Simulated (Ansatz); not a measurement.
AuSb2 (space group Pa-3)

```xyz
12
Lattice="6.6744 0.0000 0.0000 0.0000 6.6744 0.0000 0.0000 0.0000 6.6744" Properties=species:S:1:pos:R:3 pbc="T T T"
Sb     2.5031     0.8341     5.8403
Sb     4.1713     5.8403     0.8341
Sb     0.8341     5.8403     2.5031
Sb     5.8403     0.8341     4.1713
Sb     5.8403     2.5031     0.8341
Sb     0.8341     4.1713     5.8403
Sb     4.1713     4.1713     4.1713
Sb     2.5031     2.5031     2.5031
Au     0.0000     3.3372     3.3372
Au     3.3372     3.3372     0.0000
Au     3.3372     0.0000     3.3372
Au     0.0000     0.0000     0.0000
```

The volume is varied about the relaxed value V₀ at fixed cell shape. The atoms relax within the cell's symmetry.

These are PBEsol (plane waves to 420 eV, PAW, scalar-relativistic; Ansatz, a quantum-chemistry and plane-wave program) values and carry that method's errors. k mesh 6×6×6 (Γ-centred), Fermi-Dirac smearing 0.05 eV. The energy includes the smearing's −TS. Compression counts positive. AuSb2 was relaxed with its symmetry unable to fall. Spin-orbit coupling is left out, though Au and Sb are heavy. The zero of ΔE is the relaxed starting cell.

| V (Å³/cell) | P (GPa) | ΔE (meV/atom) |
|---|---|---|
| 249.75 | 23.4 | 243 |
| 261.65 | ? | ? |
| 273.54 | 8.9 | 51 |
| 285.43 | 3.9 | 12 |
| 297.32 | 0.0 | 0 |
| 309.22 | -3.1 | 10 |
| 321.11 | -5.4 | 36 |
| 333.00 | -7.3 | 76 |
| 344.90 | ? | ? |

Problem. Fill in the missing entries.

Solution. 
- 261.65, P (GPa): 15.3
- 261.65, ΔE (meV/atom): 125
- 344.90, P (GPa): -8.7
- 344.90, ΔE (meV/atom): 126

(Under strain, the slope of the energy per volume gives the stress and its curvature an elastic modulus.)
